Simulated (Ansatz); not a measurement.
This run works on a generated trial structure, not on a known crystal.

Input and command of a plane-wave DFT calculation in Ansatz:

```yaml
crystal:
  lattice:
    - [2.22943966, 1.28716759, 3.35561127]
    - [-2.22943966, 1.28716759, 3.35561127]
    - [0.0, -2.57433518, 3.35561127]
  atoms:
    - { symbol: Ti, position: [0.78378044, 0.78378044, 0.78378044], spin: 1.0 }
    - { symbol: Ti, position: [0.21621956, 0.21621956, 0.21621956], spin: 1.0 }
    - { symbol: Cl, position: [0.5, 0.5, 0.5] }
basis:
  ecutwfc: 420
kpoints:
  mp_grid: { grid: [5, 5, 5] }
hamiltonian:
  xc: pbe
scf:
  occupations: { method: gaussian, width: 0.2 }
  lower_state_search: "off"
output:
  forces: true
  stress: true
  eigenvalues: true
  populations: true
magnetization:
  spin_polarized: true
relax:
  adjacent_minimum: "off"
  f_tol: 0.08
  max_steps: 16
  cell: { stress_tol: 0.8 }
```

```bash
ansatz run input.yaml --threads 1 --pin off --max-ram 2560MiB --backend cpu --events-out ev --progress --plain --runs-dir out
```

Processor: Intel(R) Xeon(R) Processor @ 2.50GHz (Skylake/Cascade Lake), 1 thread, on a host shared with other jobs.

Estimate time, memory and problem size.

About 68 s, peak memory 0.37 GiB. It solves 21 bands at 19 k points (after reduction by symmetry) with about 999 plane waves (on the last cell), in 65 SCF iterations over 7 ionic steps.
